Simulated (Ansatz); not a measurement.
Nb: clamped-ion strain scan

These are results of Ansatz, DFT r2SCAN, scalar-relativistic, plane waves, PAW, not measurements. Cutoff 500 eV, Γ-centred 20×20×20 k-points, Gaussian smearing of 0.15 eV. No spin polarisation. Energies are free energies at this smearing, counted from the undisturbed cell; pressure is positive in compression.

Zero of the scan (as given, not relaxed at this level; it stands at -2.0 GPa; this fcc form isn't the usual structure):

```
CELL_PARAMETERS angstrom
0.00000 2.11500 2.11500
2.11500 0.00000 2.11500
2.11500 2.11500 0.00000
ATOMIC_POSITIONS crystal
Nb 0.00000 0.00000 0.00000
```

The cell is strained by ε times the Voigt pattern (0, 0, 0, 0, 0, 1) (xx, yy, zz, yz, xz, xy; engineering shear) with fractional coordinates fixed. The cell is metallic on the mesh throughout.

| ε | ΔE (meV/atom) |
| --- | --- |
| -0.1000 | -18.3 |
| -0.0500 | -5.5 |
| 0.0000 | 0.0 |
| 0.0125 | -0.4 |
| 0.0250 | -1.6 |
| 0.0375 | -3.3 |
| 0.0625 | -8.1 |
| 0.0750 | -11.0 |
| 0.0875 | -14.4 |

(1) Predict the stress summed along the pattern (GPa, tension positive) at each point.

Answers

(1)
```csv
ε,"stress summed along the pattern (GPa, tension positive)"
-0.1000,2.71
-0.0500,1.57
0.0000,0.00
0.0125,-0.54
0.0250,-0.98
0.0375,-1.31
0.0625,-1.80
0.0750,-2.05
0.0875,-2.35
```